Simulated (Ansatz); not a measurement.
**Two states of GdMn2Si2**

```
Gd Si Mn
1.0
     0.00000    4.06011    0.00000
     4.06011    0.00000    0.00000
     2.03005    2.03005   -5.06176
Gd Si Mn
1 2 2
Direct
  0.00000 0.00000 0.00000
  0.36480 0.36480 0.27040
  0.63520 0.63520 0.72960
  0.75000 0.25000 0.50000
  0.25000 0.75000 0.50000
```

Single point in Ansatz 0.2.0 with r2SCAN. Cutoff 500 eV, PAW datasets, 6×6×6 Γ-centred k mesh, fermi-dirac filling (width 0.1 eV).

State A: Gd1 up, Mn4 down, Mn5 down (collinear spin). State B: Gd1 down, Mn4 up, Mn5 down (collinear spin).

**Question.** Compare the two self-consistent states.

**Answer.** State B is lower by 13.7 meV an atom at zero smearing; in free energy at this smearing B lies -15.3 meV an atom from A.

| state | free energy (meV/atom) | largest moment in a small sphere (μB) | net moment (μB/cell) | gap on mesh (eV) | pressure (GPa) | largest force (eV/Å) |
| --- | --- | --- | --- | --- | --- | --- |
| A | 15.3 | 7.18 | 3.00 | metal | -2.9 | 1.49 |
| B | 0.0 | 7.11 | 7.34 | metal | 3.3 | 1.85 |

Origin: a known structure type with other elements, at an estimated volume, so it need not be a known compound. Caveats: atoms or cell far from equilibrium; f shells without a U or exact exchange are poorly placed.
